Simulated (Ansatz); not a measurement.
## Ni: do energies and stresses tell the same story?

Level of theory: DFT PBEsol, scalar-relativistic, plane waves, PAW (Ansatz 0.2.0).

Plane waves to 420 eV, a k mesh through Γ of 22×22×22 on the computed 1-atom cell and Gaussian smearing (0.10 eV); collinear spin from starting moments 0.6 μB.

Relaxed cell: Im-3m, a = 2.755 Å, b = 2.755 Å, c = 2.755 Å, α = 90.00°, β = 90.00°, γ = 90.00°, 1 atom in the primitive cell. This bcc form isn't the element's structure at ambient conditions.

Energies at zero smearing and pressures from the stress tensor, at volumes with shape and atoms relaxed:
```json
{"V (Å³/atom)": "9.201", "E − E(first) (meV/atom)": "0.00", "P (GPa)": "37.35"}
{"V (Å³/atom)": "9.515", "E − E(first) (meV/atom)": "-61.90", "P (GPa)": "25.94"}
{"V (Å³/atom)": "9.829", "E − E(first) (meV/atom)": "-102.78", "P (GPa)": "15.87"}
{"V (Å³/atom)": "10.142", "E − E(first) (meV/atom)": "-125.29", "P (GPa)": "7.30"}
{"V (Å³/atom)": "10.456", "E − E(first) (meV/atom)": "-132.25", "P (GPa)": "0.05"}
{"V (Å³/atom)": "10.770", "E − E(first) (meV/atom)": "-126.08", "P (GPa)": "-6.07"}
{"V (Å³/atom)": "11.083", "E − E(first) (meV/atom)": "-108.84", "P (GPa)": "-11.21"}
{"V (Å³/atom)": "11.502", "E − E(first) (meV/atom)": "-71.70", "P (GPa)": "-16.78"}
```

Question: Check P = −dE/dV between neighbouring volumes, and get the bulk modulus from the pressures alone.

Answer: With 1 eV/Å³ = 160.2 GPa:
| middle V (Å³/atom) | −ΔE/ΔV (GPa) | mean P (GPa) |
| --- | --- | --- |
| 9.358 | 31.615 | 31.645 |
| 9.672 | 20.884 | 20.904 |
| 9.986 | 11.494 | 11.584 |
| 10.299 | 3.559 | 3.674 |
| 10.613 | -3.152 | -3.011 |
| 10.927 | -8.806 | -8.641 |
| 11.293 | -14.228 | -13.997 |

The two differ by 0.23 GPa at most. The mean of two end pressures misses the average over a step by about ΔV² P″/12, up to 0.14 GPa here; with that taken off 0.14 GPa remains. The stress is the derivative of the free energy, not of the energy at zero smearing, and with free energies 0.03 GPa remains. The largest site moment goes from 0.11 to 0.61 μB along the series, which bends P(V). Around V = 10.456 Å³/atom, the two neighbours give B = −V ΔP/ΔV = 10.456 × 13.37 / 0.627 = 222.8 GPa, against B0 = 222.0 GPa from the Birch–Murnaghan fit of the energies.

Only this magnetic start was tried.